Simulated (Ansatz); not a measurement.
Starting cell, SiC (wurtzite):

```yaml
crystal:
  lattice:
    - [3.07590, 0.00000, 0.00000]
    - [-1.53795, 2.66381, 0.00000]
    - [0.00000, 0.00000, 5.04769]
  atoms:
    - { symbol: Si, position: [0.66667, 0.33333, 0.00051] }
    - { symbol: Si, position: [0.33333, 0.66667, 0.50051] }
    - { symbol: C, position: [0.66667, 0.33333, 0.62469] }
    - { symbol: C, position: [0.33333, 0.66667, 0.12469] }
```

In this cell atom 1 (Si, nearest neighbour C at 1.883 Å; its periodic images, 3.1 Å or more away, move with it) is moved by s along Cartesian [111], unit vector (0.577, 0.577, 0.577); all other atoms and the cell stay fixed.

These are PBEsol (plane waves to 420 eV, PAW, scalar-relativistic; Ansatz, a quantum-chemistry and plane-wave program) values and carry that method's errors. k mesh 10×10×5 (Γ-centred), Fermi-Dirac smearing 0.05 eV. E stands for the smeared free energy. SiC was relaxed with its symmetry unable to fall. ΔE is measured from the undisplaced structure.

| s (Å) | ΔE (meV/cell) |
|---|---|
| -0.380 | 1259 |
| -0.304 | 845 |
| -0.228 | 499 |
| -0.152 | 233 |
| -0.076 | 61 |
| 0.000 | 0 |
| 0.076 | 68 |
| 0.152 | 287 |
| 0.228 | 687 |
| 0.304 | 1303 |
| 0.380 | 2184 |

What force constant k = d²E/ds² at s = 0 does the table give?

22 eV/Å². It is the second difference of the nearest points, corrected with the next pair.

With k = 22.27 eV/Å² from the forces, is the well harmonic out to s = 0.380 Å?

½ks² = 1608 meV/cell against the computed 2184 meV/cell, so the well is stiffer than harmonic there.

(A displaced cell: forces are minus the slopes of the energy, force constants its curvatures, and phonons follow from these.)
